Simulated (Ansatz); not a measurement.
Time and memory for Ba3MgTi4O12

```yaml
crystal:
  lattice:
    - [-4.006, 4.006, 4.006]
    - [4.006, -4.006, 4.006]
    - [4.006, 4.006, -4.006]
  atoms:
    - { symbol: Mg, position: [0.5, 0.5, 0.5] }
    - { symbol: Ba, position: [0.0, 0.0, 0.5] }
    - { symbol: Ba, position: [0.0, 0.5, 0.0] }
    - { symbol: Ba, position: [0.5, 0.0, 0.0] }
    - { symbol: Ti, position: [0.0, 0.0, 0.0] }
    - { symbol: Ti, position: [0.5, 0.5, 0.0] }
    - { symbol: Ti, position: [0.5, 0.0, 0.5] }
    - { symbol: Ti, position: [0.0, 0.5, 0.5] }
    - { symbol: O, position: [0.0, 0.25, 0.25] }
    - { symbol: O, position: [0.5, 0.75, 0.25] }
    - { symbol: O, position: [0.5, 0.25, 0.75] }
    - { symbol: O, position: [0.0, 0.75, 0.75] }
    - { symbol: O, position: [0.25, 0.0, 0.25] }
    - { symbol: O, position: [0.75, 0.5, 0.25] }
    - { symbol: O, position: [0.75, 0.0, 0.75] }
    - { symbol: O, position: [0.25, 0.5, 0.75] }
    - { symbol: O, position: [0.25, 0.25, 0.0] }
    - { symbol: O, position: [0.75, 0.75, 0.0] }
    - { symbol: O, position: [0.75, 0.25, 0.5] }
    - { symbol: O, position: [0.25, 0.75, 0.5] }
kpoints:
  mp_grid: { grid: [3, 3, 3] }
scf:
  occupations: { method: fermi_dirac, width: 0.01 }
hamiltonian:
  xc: pbe
  pseudopotentials: { kind: paw }
output:
  forces: true
  stress: true
  populations: true
  efg:
    quadrupole_moments_barn: { Mg: 0.1994, Ba: 0.236, Ti: 0.247, O: -0.02558 }
    contact_densities: true
relax:
  f_tol: 0.03
  max_steps: 40
```

```sh
ansatz run input.yaml --threads 1 --pin off --max-ram 3072MiB --backend cpu --events-out ev --progress --plain --runs-dir out
```

It runs on 1 thread of Arm Neoverse V2 (aarch64; 28 cores open to the job, memory cap 3.0 GiB, no GPU), a shared host with a load of 0.8 a core.

Question: Estimate the wall time and the peak memory.

Answer: About 37 s of wall time (37 s of CPU time) and 0.67 GiB. The run holds 160 valence electrons in 100 bands, about 5017 plane waves a k-point and 4 irreducible k-points, and took 25 SCF iterations, over 4 ionic steps. Times on a shared host vary by tens of per cent.
